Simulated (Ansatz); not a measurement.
Hf:
```yaml
crystal:
  lattice:
    - [-1.76883, 1.76883, 1.76883]
    - [1.76883, -1.76883, 1.76883]
    - [1.76883, 1.76883, -1.76883]
  atoms:
    - { symbol: Hf, position: [0.00000, 0.00000, 0.00000] }
```

Relaxed with r²SCAN. Special points in fractions of this cell's reciprocal vectors: Γ (0.000, 0.000, 0.000); H (0.500, -0.500, 0.500); N (0.000, 0.000, 0.500); P (0.250, 0.250, 0.250).

List the band energies nearest the Fermi level at these points for plane-wave PAW r²SCAN (Ansatz code).

In eV from the Fermi level; about four levels below and three above (degenerate sets whole), none deeper than 8.9 eV; points with the same levels are listed once.

| k | below | above |
|---|---|---|
| Γ | -7.42 | 1.76 1.76 1.76 |
| H | -2.76 -2.76 | 7.16 7.16 7.16 |
| N | -3.51 -0.42 | 0.95 4.50 5.51 |
| P | -0.71 -0.71 -0.71 | 5.68 5.68 6.49 |

Space group Im-3m (bcc (W type)). This is a known high-temperature phase of the composition, computed here at zero pressure and temperature. Symmetry was held in the r²SCAN relaxation. At this level the phase is mechanically unstable. The run is not spin-polarised. Scalar-relativistic: spin–orbit coupling is off unless named, which matters more the heavier the elements.

Potentials: the earlier of the program's two PAW sets. The files were generated under PBE; for other functionals the program regenerates the frozen cores, and for LDA and PBEsol the local potential too.
